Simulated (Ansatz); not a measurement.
Clean, relaxed (001) surface of Cu, space group P6_3/mmc (No. 194) (top face towards +c; atoms held fixed, by place in the list: 1, 2, 3, 4):

```xyz
8
Lattice="2.5198 0.0000 0.0000 -1.2599 2.1822 0.0000 0.0000 0.0000 31.4117" Properties=species:S:1:pos:R:3 pbc="T T T"
Cu    0.0000    1.4548    8.5000
Cu    0.0000    0.0000   10.5588
Cu    1.2599    0.7274   12.6176
Cu    0.0000    0.0000   14.6764
Cu    0.0000    1.4548   16.7322
Cu    0.0000    0.0000   18.7823
Cu    1.2599    0.7274   20.8255
Cu    0.0000    0.0000   22.8698
```

These are results of Ansatz, DFT PBEsol, scalar-relativistic, plane waves, PAW, not measurements. Plane waves to 420 eV, a k mesh through Γ of 12×12×1 on the computed 8-atom cell and Gaussian smearing (0.10 eV); no spin polarisation. A dipole correction removes the field between periodic images along c.

The adsorption energy is E(slab + adsorbate) − E(slab) − E(free adsorbate, spin-polarised where open-shell). With the adsorbate the cell is lengthened along c to keep the vacuum.

Q: C (atom) is put at the hollow (Cu-Cu-Cu) at (0.33, 0.67) site, one adsorbate per 5.5 Å². What structure does it relax to?

A: E_ads = -4.33 eV. Contacts: C–Cu 2.01 Å.

```
Cu C
1.0
     2.51980    0.00000    0.00000
    -1.25990    2.18221    0.00000
     0.00000    0.00000   33.41170
Cu C
8 1
Cartesian
  0.0000 1.4548 8.5000
  0.0000 0.0000 10.5588
  1.2599 0.7274 12.6176
  0.0000 0.0000 14.6764
  0.0000 1.4548 16.7298
  0.0000 0.0000 18.7857
  1.2599 0.7274 20.8417
  0.0000 0.0000 22.9437
  0.0000 1.4548 24.3321
```

Each end is the local minimum or symmetric point that its start leads to. This isn't the usual crystal structure of Cu.

The adsorbed runs have no spin polarisation, so weakly bound open-shell ends lie too high.

Cost: 3 runs of about 8.1 core-minutes in all, on Intel Xeon Platinum 8259CL (Skylake/Cascade Lake) (shared hosts).